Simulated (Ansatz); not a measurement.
Task: Each is relaxed and computed with DFT-r²SCAN in the program Ansatz with PAW potentials. Which is the only one with a gap?
A) Nb2GaC, P6_3/mmc (Nb on 4f, Ga on 2d, C on 2a)
B) Ga2O3, C2/m (Pearson symbol mS20)
C) LaGaSi, I4_1md (La on 4a, Ga on 4a, Si on 4a)
D) Y2Al3Si2, C2/m (Y on 4i, Al on 4i, Al on 2a, Si on 4i)

Result: B, Ga2O3, C2/m (Pearson symbol mS20). Ga2O3: gap 3.03 eV (indirect); LaGaSi: metal; Nb2GaC: metal; Y2Al3Si2: metal. Standing as an ambient phase not checked: LaGaSi, I4_1md (La on 4a, Ga on 4a, Si on 4a); Nb2GaC, P6_3/mmc (Nb on 4f, Ga on 2d, C on 2a); Y2Al3Si2, C2/m (Y on 4i, Al on 4i, Al on 2a, Si on 4i). Perhaps ordered models of mixed-site phases: LaGaSi, I4_1md (La on 4a, Ga on 4a, Si on 4a). All cells were relaxed under the symmetry of their starts (and spin orders); stability against distortions was not tested throughout. Rows with no word on spin ran without spin polarisation. Scalar-relativistic: spin–orbit coupling is off unless named, which matters more the heavier the elements.

Potentials: the earlier of the program's two PAW sets.
